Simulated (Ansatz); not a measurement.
Level of theory: DFT PBE, scalar-relativistic, plane waves, PAW (Ansatz). Settings: cutoff 420 eV, Γ-centred meshes spaced at most about 0.3 Å⁻¹, and about 0.25 Å⁻¹ or finer for metals (2π included), Gaussian smearing. Collinear spin in cells that started with moments and kept them past the coarse steps, no spin elsewhere.

These are static total energies at zero pressure.

Compare these two cells of WCl2F2, each relaxed at this level.

1. (no spin)

```
CELL_PARAMETERS angstrom
-1.66273 1.66273 8.24404
1.66273 -1.66273 8.24404
1.66273 1.66273 -8.24404
ATOMIC_POSITIONS crystal
W 0.00000 0.00000 0.00000
Cl 0.13851 0.13851 0.00000
Cl 0.86149 0.86149 0.00000
F 0.43619 0.43619 0.00000
F 0.56381 0.56381 0.00000
```

2. (site moments W 1.9 μB)

```
CELL_PARAMETERS angstrom
3.32486 0.00000 0.00000
0.00000 3.32486 0.00000
0.00000 0.00000 9.66423
ATOMIC_POSITIONS crystal
W 0.00000 0.00000 0.00000
Cl 0.00000 0.50000 0.50000
Cl 0.50000 0.00000 0.50000
F 0.50000 0.50000 0.11978
F 0.50000 0.50000 0.88022
```

Task: Which form is favoured at zero pressure, and by what margin per atom?

Result: Cell 1 is lower, by 0.82 eV/atom. Cell 1 has space group I4/mmm (No. 139), 18.2 Å³/atom and no gap on its mesh; cell 2 has space group P4/mmm (No. 123), 21.4 Å³/atom and no gap. Counting Cl or F atoms around W (for each partner element, those within 1.25 times its shortest distance or 1.15 times the sum of covalent radii, where it is the nearest in units of that sum or under 1.3; a plus sign parts groups by distance over the sum of covalent radii; the shortest distance is added where it exceeds 1.18 times the sum of covalent radii), cell 1 has W 2+8 and cell 2 has W 8 from 2.6 Å. Their magnetic states differ too. In cell 1, W has 2 Cl at 2.28 Å and 8 F at 2.58 Å; Cl is surrounded by 1 W at 2.28 Å and 4 F at 2.65 Å; F is surrounded by 1 F at 2.10 Å, 4 W at 2.58 Å and 4 Cl at 2.65 Å. In cell 2, around W lie 8 F at 2.62 Å and 4 W at 3.32 Å; Cl is surrounded by 4 Cl at 2.35 Å; F is surrounded by 1 F at 2.32 Å and 4 W at 2.62 Å. Both come from invented guesses. A third cell relaxed alike, in I4/mmm, lies 134 meV/atom below the lower of the two.

No dispersion correction is applied, so the spacing and binding between layers, chains or molecules are poorly described (I4/mmm, P4/mmm), and this can change margins and order among such cells. These runs have no spin–orbit coupling, which can matter for W. A magnetic state wasn't ruled out in cells without spin, among them I4/mmm. The magnetic state reached may not be the lowest. Cells relaxed within their symmetry can be saddle points. Some structure types and database cells were kept out of the candidates from the start, so a known form may be missing.
